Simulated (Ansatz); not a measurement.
The elements of this relaxed trial crystal are hidden behind letters.

```
lattice vectors (Å)
  -2.6324    2.6324    2.6324
   2.6324   -2.6324    2.6324
   2.6324    2.6324   -2.6324
fractional positions
X 0.0000 0.0000 0.0000
Z 0.0000 0.0000 0.5000
Z 0.0000 0.5000 0.0000
Z 0.5000 0.0000 0.0000
Z 0.5000 0.5000 0.5000
```

Level of theory: DFT PBE, scalar-relativistic, plane waves, PAW in Ansatz 0.2.0. Plane waves to 420 eV, a 10×10×10 mesh through Γ for the 5-atom cell and 0.10 eV Gaussian smearing; no spin polarisation.

```
Space group                                 : Im-3m (No. 229)
Conventional cell                           : a = 5.265 Å
Volume per atom                             : 14.59 Å³
Density                                     : 3.90 g/cm³
Energy over the elements                    : +0.11 eV/atom
Gap on the 10×10×10 mesh of the 5-atom cell : 0 eV (a metal)
```

Energies are uncorrected and count from the elements' standard states at the same level.

Question: X is a d-block element of period 4 and Z is a p-block element of period 3. Which elements are they?

Answer: X = Co, Z = Si, so the formula is CoSi4. Density times volume gives a mean mass of 3.90 × 14.59/1.6605 = 34.3 u per atom, and this set has 34.3 u. Around Co lie 8 Si at 2.28 Å; Si has 2 Co at 2.28 Å and 6 Si at 2.63 Å. Other sets within the hints have nearly the same mass, so mass alone doesn't settle it; this one was computed.

Trial moments died out on the coarse mesh, so the last step has no spin; another magnetic start might hold. A structure relaxed within its symmetry needn't be a true minimum. Another cell of CoSi4 relaxed alike, in P4/mmm, lies 0.30 eV/atom lower, so this cell isn't the stable form at this level.
